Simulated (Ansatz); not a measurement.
How long does this Ansatz run take?

```yaml
crystal:
  lattice:
    - [6.498616, 0.0, 0.0]
    - [-4.873962, 8.4419498181, 0.0]
    - [0.0, 0.0, 10.411418]
  atoms:
    - { symbol: Cd, position: [0.1666666666, 0.2222222222, 0.25] }
    - { symbol: Zn, position: [0.1666666666, 0.2222222222, 0.75] }
    - { symbol: Zn, position: [0.1666666666, 0.5555555556, 0.25] }
    - { symbol: Zn, position: [0.1666666666, 0.5555555556, 0.75] }
    - { symbol: Zn, position: [0.1666666666, 0.8888888889, 0.25] }
    - { symbol: Zn, position: [0.1666666666, 0.8888888889, 0.75] }
    - { symbol: Zn, position: [0.6666666666, 0.2222222222, 0.25] }
    - { symbol: Zn, position: [0.6666666666, 0.2222222222, 0.75] }
    - { symbol: Zn, position: [0.6666666666, 0.5555555556, 0.25] }
    - { symbol: Zn, position: [0.6666666666, 0.5555555556, 0.75] }
    - { symbol: Zn, position: [0.6666666666, 0.8888888889, 0.25] }
    - { symbol: Zn, position: [0.6666666666, 0.8888888889, 0.75] }
    - { symbol: Zn, position: [0.3333333334, 0.1111111111, 0.0] }
    - { symbol: Zn, position: [0.3333333334, 0.1111111111, 0.5] }
    - { symbol: Zn, position: [0.3333333334, 0.4444444444, 0.0] }
    - { symbol: Zn, position: [0.3333333334, 0.4444444444, 0.5] }
    - { symbol: Zn, position: [0.3333333334, 0.7777777778, 0.0] }
    - { symbol: Zn, position: [0.3333333334, 0.7777777778, 0.5] }
    - { symbol: Zn, position: [0.8333333334, 0.1111111111, 0.0] }
    - { symbol: Zn, position: [0.8333333334, 0.1111111111, 0.5] }
    - { symbol: Zn, position: [0.8333333334, 0.4444444444, 0.0] }
    - { symbol: Zn, position: [0.8333333334, 0.4444444444, 0.5] }
    - { symbol: Zn, position: [0.8333333334, 0.7777777778, 0.0] }
    - { symbol: Zn, position: [0.8333333334, 0.7777777778, 0.5] }
    - { symbol: O, position: [0.3333333334, 0.1111111111, 0.189505] }
    - { symbol: O, position: [0.3333333334, 0.1111111111, 0.689505] }
    - { symbol: O, position: [0.3333333334, 0.4444444444, 0.189505] }
    - { symbol: O, position: [0.3333333334, 0.4444444444, 0.689505] }
    - { symbol: O, position: [0.3333333334, 0.7777777778, 0.189505] }
    - { symbol: O, position: [0.3333333334, 0.7777777778, 0.689505] }
    - { symbol: O, position: [0.8333333334, 0.1111111111, 0.189505] }
    - { symbol: O, position: [0.8333333334, 0.1111111111, 0.689505] }
    - { symbol: O, position: [0.8333333334, 0.4444444444, 0.189505] }
    - { symbol: O, position: [0.8333333334, 0.4444444444, 0.689505] }
    - { symbol: O, position: [0.8333333334, 0.7777777778, 0.189505] }
    - { symbol: O, position: [0.8333333334, 0.7777777778, 0.689505] }
    - { symbol: O, position: [0.1666666666, 0.2222222222, 0.439505] }
    - { symbol: O, position: [0.1666666666, 0.2222222222, 0.939505] }
    - { symbol: O, position: [0.1666666666, 0.5555555556, 0.439505] }
    - { symbol: O, position: [0.1666666666, 0.5555555556, 0.939505] }
    - { symbol: O, position: [0.1666666666, 0.8888888889, 0.439505] }
    - { symbol: O, position: [0.1666666666, 0.8888888889, 0.939505] }
    - { symbol: O, position: [0.6666666666, 0.2222222222, 0.439505] }
    - { symbol: O, position: [0.6666666666, 0.2222222222, 0.939505] }
    - { symbol: O, position: [0.6666666666, 0.5555555556, 0.439505] }
    - { symbol: O, position: [0.6666666666, 0.5555555556, 0.939505] }
    - { symbol: O, position: [0.6666666666, 0.8888888889, 0.439505] }
    - { symbol: O, position: [0.6666666666, 0.8888888889, 0.939505] }
kpoints:
  mp_grid: { grid: [3, 2, 2] }
scf:
  occupations: { method: fermi_dirac, width: 0.01 }
hamiltonian:
  xc: pbe
  pseudopotentials: { kind: paw }
output:
  forces: true
  stress: true
  populations: true
  efg:
    quadrupole_moments_barn: { Zn: 0.122, O: -0.02558 }
    contact_densities: true
  write_density: true
  write_potential: true
  elf: true
  volumetric_format: npy
```

```sh
ansatz run input.yaml --threads 4 --pin off --max-ram 8192MiB --backend cpu --events-out ev --progress --plain --runs-dir out
```

It runs on 4 threads of Arm Neoverse V1 (aarch64; 8 cores open to the job, memory cap 8.0 GiB, no GPU), a shared host with a load of 0.8 a core.

Question: Estimate the wall time and the peak memory.

Answer: About 78 s of wall time (5.1 min of CPU time) and 3.4 GiB. The run holds 440 valence electrons in 268 bands, about 11187 plane waves a k-point and 8 irreducible k-points, and took 8 SCF iterations. Times on a shared host vary by tens of per cent.
